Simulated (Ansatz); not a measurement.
Sb (diamond, Fd-3m) at seven volumes, r²SCAN in the plane-wave PAW code Ansatz, scaled uniformly. One row is withheld.

```tsv
V (Å³/atom)	P (GPa)
38.118	3.82
39.375	2.35
40.631	?
41.888	0.00
43.145	-0.93
44.401	-1.74
45.658	-2.45
```

Task: Fit the shown pressures and predict the withheld one.

Result: P = (3/2)B₀(x^(7/2) − x^(5/2))[1 + (3/4)(B′ − 4)(x − 1)] with x = (V₀/V)^(2/3). Least squares on the six rows gives V₀ = 41.893 Å³/atom, B₀ = 33.6 GPa, B′ = 3.91. At V = 40.631, x = 1.0206 and P = 1.09 GPa. The run itself gave 1.08 GPa.

The start of the workflow was typed in or built on a structure type; neither database checked (COD, Materials Project) lists it. It is not the phase usual at ambient conditions (space group No. 166). The cell was relaxed with r²SCAN under the symmetry of its start. At this level the phase is mechanically unstable. Spin–orbit coupling is left out wherever it is not named.

Potentials: the earlier of the program's two PAW sets.
